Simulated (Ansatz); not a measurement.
Total density of states per atom from plane-wave PAW PBE+D3(BJ) (Ansatz code), in 0.25 eV bins, energy from the valence-band maximum:

(E (eV), states/eV/atom): (-7.85, 0.00); (-7.60, 0.31); (-7.35, 0.24); (-7.10, 0.19); (-6.85, 0.18); (-6.60, 0.20); (-6.35, 0.21); (-6.10, 0.49); (-5.85, 0.56); (-5.60, 0.29); (-5.35, 0.00); (-5.10, 0.00); (-4.85, 0.65); (-4.60, 0.95); (-4.35, 0.52); (-4.10, 0.95); (-3.85, 0.73); (-3.60, 0.27); (-3.35, 0.18); (-3.10, 0.20); (-2.85, 0.44); (-2.60, 0.63); (-2.35, 0.91); (-2.10, 1.64); (-1.85, 0.57); (-1.60, 0.53); (-1.35, 0.70); (-1.10, 1.03); (-0.85, 1.13); (-0.60, 0.67); (-0.35, 0.40); (-0.10, 0.23); (0.15, 0.00); (0.40, 0.00); (0.65, 0.00); (0.90, 0.00); (1.15, 0.00); (1.40, 0.00); (1.65, 0.00); (1.90, 0.00); (2.15, 0.00); (2.40, 0.00); (2.65, 0.04); (2.90, 0.15); (3.15, 0.54); (3.40, 0.59); (3.65, 0.41); (3.90, 0.42); (4.15, 0.42); (4.40, 0.75); (4.65, 1.24); (4.90, 0.78); (5.15, 0.30); (5.40, 0.58); (5.65, 0.77); (5.90, 0.93); (6.15, 1.31); (6.40, 0.97); (6.65, 0.51); (6.90, 0.39); (7.15, 0.42); (7.40, 0.45)

Pick the material that matches.
(A) SnS2, CdI2 type
(B) PtS2, CdI2 type
(C) SiC, P6_3/mmc (Si on 2c, C on 2d)
(D) SiS2, Ibam (S on 8j, Si on 4a)

D, SiS2, Ibam (S on 8j, Si on 4a). Top 1 eV of the valence band: S 3p 96 %. Bottom 1 eV of the conduction band: S 3p 39 %, Si 3s 31 %, Si 3p 17 %, outside the projected shells 11 %. Projections are on Löwdin-orthogonalised atomic valence shells; empty p or d shells of many metals are not among them.

The cell was relaxed with PBE+D3(BJ) under the symmetry of its start.

Potentials: the later of the program's two PAW sets.
